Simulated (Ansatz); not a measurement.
input.yaml (Ansatz)

```yaml
crystal:
  lattice:
    - [0.0, 2.8021121414, 2.8021121414]
    - [2.8021121414, 0.0, 2.8021121414]
    - [2.8021121414, 2.8021121414, 0.0]
  atoms:
    - { symbol: Rh, position: [0.125, 0.125, 0.125], spin: 1.0 }
    - { symbol: Rh, position: [0.875, 0.875, 0.875], spin: 1.0 }
hamiltonian:
  xc: mr2scan
  pseudopotentials:
    kind: paw
    azcp:
      Rh: "pseudopotentials/Rh.paw.azcp"
basis:
  ecutwfc: 500
  fft_grid_basis: typed
kpoints:
  mp_grid: { grid: [16, 16, 16], shift: [0, 0, 0] }
magnetization:
  spin_polarized: true
scf:
  occupations: { method: fermi_dirac, width: 0.05 }
output:
  stress: true
```

Terminal output

```
Engine: ansatz 0.2.0, aarch64-unknown-linux-gnu
Pseudopotentials: kind: paw
Pseudopotential: Rh, paw, valence charge 17, recommended cutoff 500 eV (meta_gga) 
Functional definition: m-r2SCAN
  exchange = m_r2scan_x
  correlation = m_r2scan_c
Crystal: 2 atoms, lattice volume = 44.003 Å³
Basis set: ecut = 500 eV, 1139 PW (Γ), exchange–correlation on 120×120×120 points (64 copies of the dense FFT grid, shifted against one another)
Bands: 22, of which v1, the nominal top of the filled ones, is band 17 counted from 1 (16 counted from 0)
Symmetry: 48 space group operations
Space group: Fd-3m (ITA 227), of the structure as read, at distance tolerance 3.5e-5 Å
Magnetic group: BNS 227.128 (UNI 1630), of the structure as read, at distance tolerance 3.5e-5 Å
k-points: 145 of 4096
Non-local potential: Rh, projectors of the file, l = 0: 3, l = 1: 2, l = 2: 2, l = 3: 1
PAW form: soft (Blöchl's): semilocal exchange-correlation on the pseudo side does not see the compensation charge
PAW frozen core: Rh, regenerated for the run's functional (the file was generated under x = pbe(κ = 0.804, μ = 0.2195149727645171), c = pbe(β = 0.06672455060314922))
PAW one-centre angular grid: Rh, 590 points (default); XC on 160 Gauss nodes
Initial density: superposition of atomic densities (chi_scale 0.1, normalization cell)
Starting moments: Σ|m| = 2 μB on 2 of 2 sites
Initial wavefunctions: pseudopotential atomic-orbital guess
Functional: x = mr2scan, c = mr2scan; τ floored in thin density (d = 2e-4 eV/Å³)
SCF iter   1: F=—  HF=-12828.358325 eV  |F-HF|=—  |Δ(HF+E_count)|=         —  Δρ=3.94e-2 (↑3.94e-2 ↓2.62e-2)  dr2=1.41e0  dr2_τ=1.85e-2  dr2_m=7.13e-2  M=1.336 μB ∫|m|=1.336 μB  β_m=0.90  ethr=3.10e-3  ⟨swp⟩=5.8  Hψ=27462  notcnv=0
Mixer restart at iter 1: flushing history
spin=Collinear: Kerker preconditioning applied to the charge; magnetization (m = ρ↑ − ρ↓) channel mixes plain (no charge-response kernel on spin).
SCF iter   2: F=—  HF=-12828.058516 eV  |F-HF|=—  |Δ(HF+E_count)|=   3.00e-1  Δρ=2.09e-2 (↑2.09e-2 ↓1.85e-2)  dr2=5.14e-1  dr2_τ=7.09e-3  dr2_m=5.88e-3  M=1.188 μB ∫|m|=1.189 μB  β_m=0.76  ethr=3.10e-3  ⟨swp⟩=2.0  Hψ=9904  notcnv=0  κ⁻¹=1.0e0(r=1)
SCF iter   3: F=—  HF=-12828.049615 eV  |F-HF|=—  |Δ(HF+E_count)|=   8.90e-3  Δρ=8.48e-3 (↑8.48e-3 ↓6.81e-3)  dr2=4.73e-2  dr2_τ=1.43e-3  dr2_m=3.79e-4  M=0.971 μB ∫|m|=0.977 μB  β_m=1.00  ethr=1.51e-3  ⟨swp⟩=2.1  Hψ=10414  notcnv=0  κ⁻¹=5.4e-2(r=2)
SCF iter   4: F=—  HF=-12828.272126 eV  |F-HF|=—  |Δ(HF+E_count)|=         —  Δρ=2.27e-2 (↑2.27e-2 ↓2.20e-2)  dr2=1.81e-2  dr2_τ=1.75e-2  dr2_m=1.90e-1  M=0.142 μB ∫|m|=0.153 μB  β_m=0.35  ethr=1.39e-4  ⟨swp⟩=2.6  Hψ=11643  notcnv=0
Mixer restart at iter 4: flushing history
SCF iter   5: F=—  HF=-12828.235654 eV  |F-HF|=—  |Δ(HF+E_count)|=   3.65e-2  Δρ=1.51e-2 (↑1.51e-2 ↓1.46e-2)  dr2=1.17e-2  dr2_τ=1.13e-3  dr2_m=8.20e-2  M=0.143 μB ∫|m|=0.147 μB  β_m=0.63  ethr=5.33e-5  ⟨swp⟩=1.0  Hψ=6404  notcnv=0  κ⁻¹=1.0e0(r=1)
...
SCF iter  19: F=—  HF=-12828.208929 eV  |F-HF|=—  |Δ(HF+E_count)|=   5.70e-9  Δρ=3.20e-7 (↑3.20e-7 ↓2.75e-7)  dr2=2.15e-11  dr2_τ=3.45e-12  dr2_m=1.91e-11  M=0.000 μB ∫|m|=0.000 μB  β_m=1.00  ethr=1.00e-12  ⟨swp⟩=2.0  Hψ=11405  notcnv=0  κ⁻¹=1.0e-7(r=8)
SCF iter  20: F=—  HF=-12828.208929 eV  |F-HF|=—  |Δ(HF+E_count)|=  3.06e-10  Δρ=7.66e-7 (↑7.66e-7 ↓6.92e-7)  dr2=9.19e-12  dr2_τ=1.96e-11  dr2_m=2.11e-10  M=-0.000 μB ∫|m|=0.000 μB  β_m=1.00  ethr=1.00e-12  ⟨swp⟩=1.0  Hψ=18401  notcnv=0  κ⁻¹=7.3e-8(r=8)
SCF iter  21: F=-12828.208929 eV  HF=-12828.208929 eV  |F-HF|=1.82e-11  |Δ(HF+E_count)|=  3.27e-10  Δρ=1.06e-7 (↑8.73e-8 ↓1.06e-7)  dr2=7.43e-13  dr2_τ=3.28e-13  dr2_m=3.12e-12  M=0.000 μB ∫|m|=0.000 μB  ethr=1.00e-12  ⟨swp⟩=2.0  Hψ=12475  notcnv=0
SCF 1 converged in 21 iterations: F = -12828.208929 eV  dr2 = 7.43e-13
WARN: the starting moments were not kept: the SCF closed with an absolute magnetisation of 3.3e-6 μB, where they sum to 2 μB in size (2 sites). That is at most 0.1 of that sum. Measured as dr2_m measures the in/out step, that magnetisation stands 2.7e-12 eV from none, at or under the dr2_threshold of 1.0e-7 eV: it is no larger than a step whose dr2_m would equal this threshold. The system may hold no moment; this SCF shows only that its start led to no more than that. To try another start: raise the starting moments (crystal.atoms[].spin, magnetization.per_species, magnetization.initial_magnetization, or on a non-collinear deck that types none of these the spinor_matrix: blocks that start its atoms; where the total moment is fixed, keep their sum and leave initial_magnetization as it is; typed ones take the place of any that the run laid by itself, positive ones on a crystal's lanthanoids without a Hubbard term where scf.initial_density.shell_occupations: [] is typed) or, if the notice of its spin-set hold's release reads "site moments contracting" or "site moments show no strong build", lengthen the hold (scf.mixing.spin_hold: { on: { confirm: 4 } }; for m-r²SCAN on two components see the key's manual first). Each may lead to a state that holds a moment. A second SCF, from the converged charge density, with the starting moments and any scf.initial_density.shell_occupations laid on it anew, would have followed, and was not run: the deck does not ask for one (magnetization.retry_lost_moments is false, the default). To let it run, set magnetization.retry_lost_moments: true and run the deck again, where that key's refused combinations let it; where memory then withholds it, that run's warning says so.
this state was not tested for a lower state beside it, because the mixer in use, unlike msr1, does not test its closes by its own steps (another_mixer; see scf.mixing.algorithm and scf.lower_state_search)
SCF converged after 21 iterations
Magnetization: 0.0000 μB (17.0000 up, 17.0000 down)
Absolute magnetization: 0.0000 μB (∫|ρ↑−ρ↓|, with the PAW one-centre terms)
Spin contamination: 0.0000 ħ² per cell (⟨S²⟩ above its minimum at these occupations)
Per-site moments (μB) at R_I (Å): [(1.4155053658651443e-6, 1.0010138732159), (1.4155053657996693e-6, 1.0010138732159)]
Free energy (F): -12828.208929 eV
Harris-Foulkes:  -12828.208929 eV  (|F-HF|=1.82e-11)
Internal energy: -12828.179251 eV  (E = F + TS)
E sigma→0 (E₀):  -12828.194090 eV
Entropy (-TS):   -0.029678 eV (-14.839 meV/atom)
Fermi energy:    12.213368 eV
--- Per-component energies (eV) ---
  E_band       = -539.213916
  E_kinetic    = 1140.571929
  E_local      = -4824.987607  (includes V_loc(G=0)·N_el)
  E_nonlocal   = 715.380176
  E_hartree    = 1780.491054
  E_xc         = -428.860148
  E_vxc        = -621.440163  (∫ρ·V_xc dr)
  E_paw        = -7209.991477  (= ΣΔE_a)
  E_vpaw       = -552.060909  (= ΣTr[D̂ρ^β])
  E_aug_tail   = 0.001296  (compensation charges beyond the density's cutoff)
  E_vtau       = 42.339324  (kinetic-family band-sum trace: ∫τ·v_τ [+ j·A + Jᵃ·Aᵃ] dr)
  E_ewald      = -4000.044555
  E_core_change = -0.739919  (= ΣΔE_core)
  E_smearing   = -0.029678  (= −TS)
  E_closure    = -0.000000  (closes the sum)
  Σ components = -12828.208929   (vs F -12828.208929, Δ=0.00e0)
--- Stress (GPa, compression-positive) ---
       -9.247501      -0.000000       0.000000
        0.000000      -9.247501       0.000000
        0.000000       0.000000      -9.247501
  P = ⅓ Tr σ = -9.2475 GPa (-92.475 kbar)
```
